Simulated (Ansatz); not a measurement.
# Property card for GaSb

GaSb:
```cif
data_Ga2Sb2
_chemical_formula_sum 'Ga2 Sb2'
_space_group_name_H-M_alt 'P 1'
_space_group_IT_number 1
_cell_length_a 3.94693
_cell_length_b 3.94693
_cell_length_c 7.25623
_cell_angle_alpha 90.000
_cell_angle_beta 90.000
_cell_angle_gamma 120.000
loop_
_space_group_symop_operation_xyz
  'x, y, z'
loop_
_atom_site_label
_atom_site_type_symbol
_atom_site_fract_x
_atom_site_fract_y
_atom_site_fract_z
_atom_site_occupancy
Ga1 Ga 0.00000 0.00000 0.00000 1
Ga2 Ga 0.00000 0.00000 0.50000 1
Sb1 Sb 0.33333 0.66667 0.25000 1
Sb2 Sb 0.66667 0.33333 0.75000 1
```

Space group P6_3/mmc (No. 194), NiAs type; conventional cell a = b = 3.947 Å, c = 7.256 Å, α = β = 90.00°, γ = 120.00°.

Method: the program Ansatz at the PBE level (PAW). The cell and atoms are relaxed at this level. Other levels are named where they apply.

**Cell and energy**

```json
{
  "volume_per_atom": "24.47 Å³",
  "density": "6.50 g/cm³",
  "Formation energy from the elements (no fitted shifts)": "0.058 eV/atom"
}
```

**Electronic structure**

```json
{
 "electronic_character": "metallic (no gap)",
 "Density of states at the Fermi level": "0.59 states/eV per atom (mean over ±0.08 eV)"
}
```

**Mechanics**

```json
{
 "Bulk modulus (Birch–Murnaghan fit)": "52.9 GPa",
 "Pressure derivative B′": "4.8"
}
```

The cell is a constructed one: a structure type filled with these elements; neither database checked (COD, Materials Project) lists it. It is not the phase usual at ambient conditions (space group No. 216). Symmetry was held in the PBE relaxation; its stability against distortions is not shown here. The references are the lowest solids computed at this level, not always the standard phases. Spin–orbit coupling is left out wherever it is not named.

Potentials: the later of the program's two PAW sets.
